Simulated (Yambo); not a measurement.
Material: GeO2 (rutile, space group P4_2/mnm, No. 136); a = 4.4234 Å, b = 4.4234 Å, c = 2.8834 Å, α = 90.00°, β = 90.00°, γ = 90.00° (6 atoms in the cell). Cell and atoms were relaxed with PBEsol from Materials Project entry mp-1072104, within its symmetry.

With norm-conserving PBE (stringent potentials; Quantum ESPRESSO, 124 Ry, scalar-relativistic), the gap between the mesh's edge points (Γ → Γ) is 1.676 eV.

Question: What does a G0W0 run in Yambo give for it (4×4×4 Γ-centred k mesh, bands 9 to 212 and a 12 Ry block in the screening, 212 bands in G with the Bruneval-Gonze terminator, plasmon pole fitted at 27.2 eV)?

Answer: The correction is 1.690 eV, giving 3.366 eV, 2.0 times the PBE value.  Nearest settings tried, and what they do to the gap: 123 bands in G: +12 meV; 123 bands in W, 123 bands in G: +63 meV; 7 Ry block (137 vectors against 275): -136 meV. Not varied: mesh. So the settings aren't converged at that level. Spin-orbit splittings are left out.
